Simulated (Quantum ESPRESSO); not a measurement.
Kohn-Sham bands of CdSe (zinc blende)

```xyz
2
Lattice="0.0000 3.0703 3.0703 3.0703 0.0000 3.0703 3.0703 3.0703 0.0000" Properties=species:S:1:pos:R:3 pbc="T T T"
Cd     0.0000     0.0000     0.0000
Se     1.5351     1.5351     1.5351
```

Cell from Materials Project (mp-2691), symmetrised, no further relaxation. Not found in the COD (Crystallography Open Database) copy used, which has the formula in other groups; not checked further. Method: PBE plane waves in Quantum ESPRESSO 7.5 (PseudoDojo norm-conserving files, 82 Ry, no spin polarisation, no spin-orbit coupling), Bloch states on a 4×4×4 mesh through Γ, Wannier90 4.0.1. Density: 10×10×10 mesh, Gaussian smearing 0.01 Ry. Spin-orbit coupling, left out, would split the p-like bands by a few tenths of an eV.

The lattice is scaled uniformly by ε, fractional positions fixed; Kohn-Sham values from pw.x, the row at 1.0 % withheld:

```csv
ε (%),gap (eV),width of the top valence group (eV),direct gap at K (eV)
-2.0,0.675,4.572,5.320
-1.0,0.613,4.389,5.239
0.0,0.550,4.215,5.155
1.0,?,?,?
2.0,0.428,3.896,4.974
```

Question: Fit y = y₀ + bε + cε² to the rows at -2.0, 0 and 2.0 %, check it on the fourth row, and predict the withheld one.

Answer: 
- gap (eV): b = (0.428 − 0.675)/4 = -0.0618, c = (0.428 + 0.675 − 2×0.550)/8 = 0.00037. Check at -1.0 %: 0.612 for 0.613. Prediction 0.489; the run gives 0.489.
- width of the top valence group (eV): b = (3.896 − 4.572)/4 = -0.1690, c = (3.896 + 4.572 − 2×4.215)/8 = 0.00475. Check at -1.0 %: 4.389 for 4.389. Prediction 4.051; the run gives 4.051.
- direct gap at K (eV): b = (4.974 − 5.320)/4 = -0.0865, c = (4.974 + 5.320 − 2×5.155)/8 = -0.00200. Check at -1.0 %: 5.240 for 5.239. Prediction 5.067; the run gives 5.067.
